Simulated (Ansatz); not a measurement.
TaTlP₂O₈:
```
TaTlP2O8
1.0
    5.19889     0.00000     0.00000
   -2.59944     4.50237     0.00000
    0.00000     0.00000     8.04552
Ta Tl P O
1 1 2 8
Cartesian
  0.00000   0.00000   0.00000
  0.00000   0.00000   4.02276
  0.00000   3.00158   1.76381
  2.59944   1.50079   6.28171
  2.59944   2.92665   6.89511
  1.36461   0.78786   6.89511
  3.83428   0.78786   6.89511
  1.23483   3.71451   1.15041
  0.00000   1.57572   1.15041
 -1.23483   3.71451   1.15041
  0.00000   3.00158   3.23998
  2.59944   1.50079   4.80554
```

Relaxed with r²SCAN+D4. Special points in fractions of this cell's reciprocal vectors: Γ (0.000, 0.000, 0.000); M (0.500, 0.000, 0.000); K (0.333, 0.333, 0.000); A (0.000, 0.000, 0.500); L (0.500, 0.000, 0.500); H (0.333, 0.333, 0.500).

**Question.** List the band energies nearest the valence-band maximum at these points for plane-wave PAW r²SCAN+D4 with spin–orbit coupling (Ansatz code).

**Answer.** In eV from the valence-band maximum; about four levels below and three above (degenerate sets whole), none deeper than 8.9 eV; points with the same levels are listed once.

```json
[
 {"k": "Γ", "below": "-0.38 -0.38 -0.38 -0.38", "above": "3.53 3.53 3.87 3.87"},
 {"k": "M", "below": "-0.25 -0.25 -0.16 -0.16", "above": "3.87 3.87 4.64 4.64"},
 {"k": "K", "below": "-0.28 -0.28 -0.11 -0.11", "above": "4.40 4.40 4.52 4.52"},
 {"k": "A", "below": "-0.26 -0.26 -0.24 -0.24", "above": "3.52 3.52 3.84 3.84"},
 {"k": "L", "below": "-0.32 -0.32 0.00 0.00", "above": "3.83 3.83 4.59 4.59"},
 {"k": "H", "below": "-0.61 -0.61 -0.01 -0.01", "above": "4.41 4.41 4.50 4.50"}
]
```

Space group P-3m1. The workflow started from a Materials Project entry (that database holds measured and hypothetical structures alike); the Crystallography Open Database copy checked does not list it. Its standing as an ambient phase is unchecked. Symmetry was held in the r²SCAN+D4 relaxation; whether a distortion lowers the energy is not shown. The run is not spin-polarised.

Potentials: the later of the program's two PAW sets.
